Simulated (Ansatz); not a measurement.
Pd (fcc, Cu type)

```yaml
crystal:
  lattice:
    - [3.90836, 0.00000, 0.00000]
    - [0.00000, 3.90836, 0.00000]
    - [0.00000, 0.00000, 3.90836]
  atoms:
    - { symbol: Pd, position: [0.00000, 0.00000, 0.00000] }
    - { symbol: Pd, position: [0.50000, 0.50000, 0.00000] }
    - { symbol: Pd, position: [0.50000, 0.00000, 0.50000] }
    - { symbol: Pd, position: [0.00000, 0.50000, 0.50000] }
```

In this cell atom 4 (Pd, nearest neighbour Pd at 2.764 Å; its periodic images, 3.9 Å or more away, move with it) is moved by s along Cartesian z, unit vector (0.000, 0.000, 1.000); all other atoms and the cell stay fixed.

Computed with r2SCAN (plane waves to 500 eV, PAW, scalar-relativistic; Ansatz, a first-principles code). k mesh 10×10×10 (Γ-centred), Fermi-Dirac smearing 0.05 eV. E stands for the smeared free energy. Stress and pressure are positive under compression. With partly filled bands, energies and forces of such displacements shift with the k mesh and the smearing. F∥ is the force on the atom along that direction. Pd is run without spin polarisation. Pd was relaxed with its symmetry unable to fall. ΔE is measured from the undisplaced structure.

| s (Å) | ΔE (meV/cell) | F∥ (eV/Å) | P (GPa) |
|---|---|---|---|
| -0.280 | 363 | 2.671 | 4.0 |
| -0.224 | 230 | 2.094 | 2.6 |
| -0.168 | 128 | 1.543 | 1.4 |
| -0.112 | 57 | 1.016 | 0.6 |
| -0.056 | 14 | 0.505 | 0.1 |
| 0.000 | 0 | 0.000 | 0.0 |
| 0.056 | 14 | -0.505 | 0.1 |
| 0.112 | 57 | -1.016 | 0.6 |
| 0.168 | 128 | -1.543 | 1.4 |
| 0.224 | 230 | -2.094 | 2.6 |
| 0.280 | 363 | -2.671 | 4.0 |

Summary:

```
Property                                                                                                                                         Result
--------------------------------------------------------  ---------------------------------------------------------------------------------------------
Energy at s = 0.280 Å                                                                                                                      363 meV/cell
Force along the line at s = -0.280 Å                                                                                                          2.67 eV/Å
Symmetry of the curve                                                                                                     even: the same for both signs
Shape of the curve                                                                       a single well with its minimum at or next to zero displacement
Force constant k = d²E/ds² at s = 0 (finite differences)                                                                                     8.99 eV/Å²
Harmonic estimate at the end of the scan                  ½ks² = 352 meV/cell against the computed 363 meV/cell, so the well is close to harmonic there
```

(For displaced atoms, the force is minus the slope of the energy, and its curvature is a force constant, which sets phonon frequencies.)
